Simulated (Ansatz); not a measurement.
BeTe:
```cif
data_Be4Te4
_chemical_formula_sum 'Te4 Be4'
_space_group_name_H-M_alt 'F-43m'
_space_group_IT_number 216
_space_group_name_Hall 'F -4 2 3'
_cell_length_a 5.55447
_cell_length_b 5.55447
_cell_length_c 5.55447
_cell_angle_alpha 90.000
_cell_angle_beta 90.000
_cell_angle_gamma 90.000
loop_
_atom_site_label
_atom_site_type_symbol
_atom_site_symmetry_multiplicity
_atom_site_Wyckoff_symbol
_atom_site_fract_x
_atom_site_fract_y
_atom_site_fract_z
_atom_site_occupancy
Te1 Te 4 c 0.25000 0.25000 0.25000 1
Be1 Be 4 a 0.00000 0.00000 0.00000 1
```
(The calculation used a cell of 2 atoms; values per cell refer to that cell.)

This is the LDA-relaxed structure.

**Question.** All from DFT-LDA in the program Ansatz with PAW potentials, unless another level is named. Give the hole effective mass, band 1 of 3 at the edge.

**Answer.** 0.32 along [100], 2.6 along [110], 0.78 along [111] (mₑ).

**Question.** What about the electron effective mass?

**Answer.** 0.25, 0.25, 1.3 mₑ (principal values).

**Question.** And the formation energy from the elements (no fitted shifts)?

**Answer.** -0.36 eV/atom.

**Question.** And the valence-band maximum?

**Answer.** at Γ.

The cell was relaxed with LDA under the symmetry of its start; of distortions, only those at the zone centre were tested. The references are the lowest solids computed at this level, not always the standard phases. Spin–orbit coupling is left out wherever it is not named.

Potentials: the later of the program's two PAW sets.

Edges and masses are those of Kohn–Sham bands, whose gap is no quasiparticle gap.
